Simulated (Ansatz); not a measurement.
**Compressing Fe13Co3: a fit and a missing row**

Fe13Co3, P4/mmm, a = 5.601 Å, c = 5.595 Å. The structure is a Materials Project entry; whether it is the stable form wasn't checked. Ansatz: PBEsol, PAW, 420 eV, Γ-centred 6×6×6 mesh on 16 atoms, Gaussian smearing 0.10 eV; collinear spin, largest moment 2.5 μB. Shape and atoms are relaxed at each volume; pressure is positive in compression.

| V (Å³/atom) | P (GPa) |
| --- | --- |
| 9.655 | ? |
| 9.984 | 24.56 |
| 10.313 | 14.70 |
| 10.642 | 6.70 |
| 10.971 | 0.00 |
| 11.300 | -5.79 |
| 11.629 | -10.66 |
| 12.068 | -16.00 |

**Question.** Take V0 = 10.971 Å³/atom, fit the third-order Birch–Murnaghan form to the other rows, and predict the missing pressure.

**Answer.** With the Eulerian strain f = ½[(V0/V)^(2/3) − 1] and y = P/[3f(1 + 2f)^(5/2)], the form is the line y = B0 + 1.5 B0 (B0′ − 4) f. Rows (f, y): 0.03243, 215.7; 0.02105, 210.0; 0.01025, 207.1; -0.00975, 207.9; -0.01904, 205.6; -0.03078, 203.1. Means f = 0.0006933, y = 208.23; Σ(Δf)² = 0.003002, ΣΔfΔy = 0.4791; the slope is their ratio. y = 208.1 + 159.6 f GPa, so B0 = 208.1 GPa and B0′ = 4 + 2 × (159.6)/(3 × 208.1) = 4.51. At V = 9.655, f = 0.04446, y = 215.20 and P = 35.52 GPa. The run gave 35.92 GPa, so the fit is 0.40 GPa too low, 0.77 % of the span of the series, against an rms of 0.13 GPa on the fitted rows. The row lies outside the fitted range. The points of y bend away from a line: a fourth-order term fitted to them gives P = 36.01 GPa at this row's volume (the line 35.52, the run 35.92). The records add, with no proof that it causes the miss: the largest moment runs from 2.21 to 2.62 μB along the series.

The largest moment runs from 2.21 to 2.62 μB along the series, so B0 and B0′ hold the change of the moment too.

Only parallel moments were tried here.